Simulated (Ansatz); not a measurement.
TiAu:
```yaml
crystal:
  lattice:
    - [3.24152, 0.00000, 0.00000]
    - [0.00000, 3.24152, 0.00000]
    - [0.00000, 0.00000, 3.24152]
  atoms:
    - { symbol: Au, position: [0.00000, 0.00000, 0.00000] }
    - { symbol: Ti, position: [0.50000, 0.50000, 0.50000] }
```

Relaxed with r²SCAN. Special points in fractions of this cell's reciprocal vectors: Γ (0.000, 0.000, 0.000); X (0.000, 0.500, 0.000); M (0.500, 0.500, 0.000); R (0.500, 0.500, 0.500).

Problem. List the band energies nearest the Fermi level at these points for DFT-r²SCAN with spin–orbit coupling in the program Ansatz with PAW potentials.

Solution. In eV from the Fermi level; about four levels below and three above (degenerate sets whole), none deeper than 8.9 eV; points with the same levels are listed once.

```json
[
 {"k": "Γ", "below": "-4.82 -4.82 -4.82 -4.82 -4.08 -4.08", "above": "0.31 0.31 0.31 0.31"},
 {"k": "X", "below": "-2.48 -2.48 -0.82 -0.82", "above": "0.16 0.16 0.32 0.32"},
 {"k": "M", "below": "-0.96 -0.96 -0.17 -0.17", "above": "0.77 0.77 1.97 1.97"},
 {"k": "R", "below": "-1.86 -1.86 -1.86 -1.86", "above": "2.30 2.30 2.30 2.30"}
]
```

Space group Pm-3m (CsCl type). The workflow started from an entry of the Crystallography Open Database (COD). Its standing as an ambient phase is unchecked. Symmetry was held in the r²SCAN relaxation; whether a distortion lowers the energy is not shown. No spin polarisation was allowed.

Potentials: the later of the program's two PAW sets.
